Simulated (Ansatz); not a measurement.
Ag:
```
Ag
1.0
    0.00000     3.81818     3.81818
    3.81818     0.00000     3.81818
    3.81818     3.81818     0.00000
Ag
6
Direct
  0.75000   0.75000   0.75000
  0.50000   0.50000   0.50000
  0.12500   0.62500   0.12500
  0.12500   0.12500   0.12500
  0.62500   0.12500   0.12500
  0.12500   0.12500   0.62500
```

Relaxed with r²SCAN.

Question: Map the electron localisation function on the plane through (0.125, 0.625, 0.125) spanned by u = [1, 1, 0] and v = [1, -1, 0] in lattice vectors, from r²SCAN in the plane-wave PAW code Ansatz.

Answer: x is the fraction of u, y of v (the angle between them is 90°; rows are the nearest grid lines); atoms in the plane: Ag at (0.00, 0.00), Ag at (0.50, 0.50), Ag at (0.25, 0.75), Ag at (0.75, 0.25), Ag at (0.00, 0.50), Ag at (0.50, 0.00).
```
y \ x   0.000  0.100  0.175  0.275  0.375  0.450  0.550  0.625  0.725  0.825  0.900   1.00
------  -----  -----  -----  -----  -----  -----  -----  -----  -----  -----  -----  -----
1.00    0.881  0.309  0.168  0.164  0.190  0.549  0.549  0.190  0.164  0.168  0.309  0.881
0.926   0.600  0.245  0.184  0.289  0.169  0.478  0.483  0.178  0.149  0.160  0.267  0.600
0.852   0.385  0.175  0.328  0.488  0.169  0.296  0.315  0.160  0.129  0.145  0.179  0.385
0.778   0.174  0.207  0.429  0.716  0.185  0.187  0.168  0.160  0.117  0.137  0.167  0.174
0.704   0.201  0.199  0.415  0.650  0.182  0.184  0.180  0.159  0.119  0.138  0.166  0.201
0.630   0.439  0.181  0.286  0.452  0.165  0.355  0.372  0.163  0.135  0.148  0.195  0.439
0.556   0.694  0.269  0.172  0.233  0.175  0.504  0.507  0.184  0.152  0.163  0.287  0.694
0.444   0.694  0.287  0.163  0.152  0.184  0.507  0.504  0.175  0.233  0.172  0.269  0.694
0.370   0.439  0.195  0.148  0.135  0.163  0.372  0.355  0.165  0.452  0.286  0.181  0.439
0.296   0.201  0.166  0.138  0.119  0.159  0.180  0.184  0.182  0.650  0.415  0.199  0.201
0.222   0.174  0.167  0.137  0.117  0.160  0.168  0.187  0.185  0.716  0.429  0.207  0.174
0.148   0.385  0.179  0.145  0.129  0.160  0.315  0.296  0.169  0.488  0.328  0.175  0.385
0.0741  0.600  0.267  0.160  0.149  0.178  0.483  0.478  0.169  0.289  0.184  0.245  0.600
0.000   0.881  0.309  0.168  0.164  0.190  0.549  0.549  0.190  0.164  0.168  0.309  0.881
```

The density is the valence pseudo-density with augmentation charge, so density and ELF within about 1 Å of a nucleus are not all-electron values.

Space group Fd-3m. The start of the workflow was typed in or built on a structure type; neither database checked (COD, Materials Project) lists it. It is not the phase usual at ambient conditions (space group No. 225). The r²SCAN relaxation kept the symmetry of its start; whether a distortion lowers the energy is not shown. The run is not spin-polarised.

Potentials: the earlier of the program's two PAW sets.
